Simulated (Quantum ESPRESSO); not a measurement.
# One change at a time to InMg2Ti4W

These are calculations, not measurements. They come from Quantum ESPRESSO 7.5, a public plane-wave density functional program. Each row is one single-point run on a made-up periodic cell of eight metal atoms, with elements, volume, strain and displacements drawn at random and not relaxed, so a cell may be unstable or far from any real phase. There is no spin polarisation or spin-orbit coupling.

Settings: PBE unless stated; PseudoDojo standard norm-conserving files; Fermi-Dirac width 0.25 eV, which means electrons at about 2900 K; cutoff 1143 eV; 5 x 5 x 4 k mesh shifted half a step off Gamma. E is the free energy of the whole cell (internal energy minus TS), so a -TS column is already part of it. Stress is positive in tension, and the pressure P is minus a third of its trace.

Checks: one run of this series was repeated at a higher cutoff and on a denser mesh, which moved values by no more than 0.003 eV, 0.02 GPa and 0.009 eV/Å, and a second program with other atomic files agreed on it to 2 % rms in force and 0.5 GPa in pressure. Known limits: heavy elements are run without spin-orbit coupling, which real alloys of them have; a spin test at this wide smearing found no moment, but such smearing suppresses magnetism that the real alloy may have.

The lattice is hexagonal close-packed, and the cell vectors in Å are (4.691, -2.678, -0.040); (-3.084, 0.003, -4.862); (3.120, 5.342, -0.026), a volume of 163.33 Å³ in run 1. The elements on sites 1 to 8 are In W Ti Mg Ti Mg Ti Ti. Each later run makes one change to run 1 and keeps the rest. E is counted from run 1, and is n/a where other atomic files have another zero of energy.

| run | change | V (Å³) | P (GPa) | -TS (eV) | rms force (eV/Å) | largest change of a force component (eV/Å) | E (eV) |
|---|---|---|---|---|---|---|---|
| 1 | none | 163.33 | -7.28 | -2.166 | 0.516 | 0.000 | 0.000 |
| 2 | sites 2 and 4 exchanged | 163.33 | -7.24 | -2.176 | 0.439 | 1.190 | -0.084 |
| 3 | all lengths scaled by -1.31 % | 156.99 | -4.53 | -2.075 | 0.547 | 0.131 | ? |
| 4 | PBEsol in place of PBE | 163.33 | -10.22 | -2.171 | 0.524 | 0.105 | n/a |
| 5 | site 2 moved by -0.21 Å along z | 163.33 | -6.27 | -2.135 | 0.536 | 0.581 | 0.130 |

## Worked estimate

Along a uniform scaling dE = -P dV. The mean of the two pressures is -5.905 GPa and the volume changes by -6.34 Å³, with 160.2 GPa to one eV/Å³. The same two rows give -V dP/dV = 69 GPa for this cell with clamped atoms, which is not the bulk modulus of a real alloy.

## Withheld value

Question: what E should run 3 give?

The estimate is -0.234 eV. The calculation gave -0.235 eV.
